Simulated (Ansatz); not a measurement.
Input and command of a plane-wave DFT calculation in Ansatz:

```yaml
crystal:
  lattice:
    - [4.7289888308, 0.0, 0.0]
    - [0.0, 4.7289888308, 0.0]
    - [0.0, 0.0, 4.7289888308]
  atoms:
    - { symbol: Zr, position: [0.5, 0.5, 0.5] }
    - { symbol: Cr, position: [0.0, 0.0, 0.0], spin: 3.0 }
    - { symbol: Sb, position: [0.0, 0.5, 0.5] }
    - { symbol: Sb, position: [0.5, 0.0, 0.5] }
    - { symbol: Sb, position: [0.5, 0.5, 0.0] }
basis:
  ecutwfc: 420
kpoints:
  mp_grid: { grid: [4, 4, 4] }
hamiltonian:
  xc: pbe
scf:
  occupations: { method: gaussian, width: 0.1 }
  lower_state_search: "off"
output:
  forces: true
  stress: true
  eigenvalues: true
  populations: true
magnetization:
  spin_polarized: true
```

```bash
ansatz run input.yaml --threads 1 --pin off --max-ram 2560MiB --backend cpu --events-out ev --progress --plain --runs-dir out
```

Processor: Arm Neoverse V1, 1 thread, on a host shared with other jobs.

Question: How long does it run, and how much memory does it take?

Answer: About 11 s on 1 thread of Arm Neoverse V1, on a shared host, peak memory 0.42 GiB. It solves 45 bands at 10 k points (the mesh reduced by symmetry) with about 2103 plane waves, in 15 SCF iterations.
